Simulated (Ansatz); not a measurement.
The relaxed structure here is a generated cell of PtSe2: the first start was made by placing the elements on the sites of a structure type, and the end was not matched to a known phase here, so it may be hypothetical. Known forms of PtSe2 include space group No. 164.

A relaxed cell of PtSe₂ (Fm-3m (No. 225)), relaxed on a k-mesh at least as fine as the one used below. Method: r2SCAN (plane waves to 500 eV, PAW, scalar-relativistic; Ansatz, a first-principles code). Γ-centred k-mesh 6×3×6 on the run's cell (coarser than for final values), Fermi–Dirac smearing 0.05 eV.

```
CELL_PARAMETERS angstrom
      0.00000     3.13055     3.13055
      6.26110     0.00000     6.26110
      3.13055     3.13055     0.00000
ATOMIC_POSITIONS crystal
  Pt 0.00000 0.00000 0.00000
  Pt 0.00000 0.50000 0.00000
  Se 0.25000 0.12500 0.25000
  Se 0.25000 0.62500 0.25000
  Se 0.75000 0.37500 0.75000
  Se 0.75000 0.87500 0.75000
```

The atoms are displaced by (Å):

```tsv
atom	ux	uy	uz
Pt1	0.156	0.028	-0.078
Pt2	0.048	-0.184	0.049
Se3	-0.093	0.009	-0.071
Se4	-0.020	-0.018	0.035
Se5	-0.024	-0.027	0.047
Se6	0.038	-0.186	-0.013
```

Problem. What forces (eV/Å) and pressure result?

Solution. 
```
atom     Fx     Fy     Fz
----  -----  -----  -----
Pt1   -0.10  -0.32   0.32
Pt2    0.09   0.02  -0.04
Se3    0.04  -0.19   0.16
Se4   -0.01  -0.08  -0.16
Se5    0.06   0.02  -0.01
Se6   -0.08   0.56  -0.27
```

Pressure +1.3 GPa.

The undisplaced cell is probably no minimum: from this displacement the run went on to P-3m1 (No. 164), 0.63 eV/atom below it.

No spin polarisation in the result. A magnetic state may lie lower.
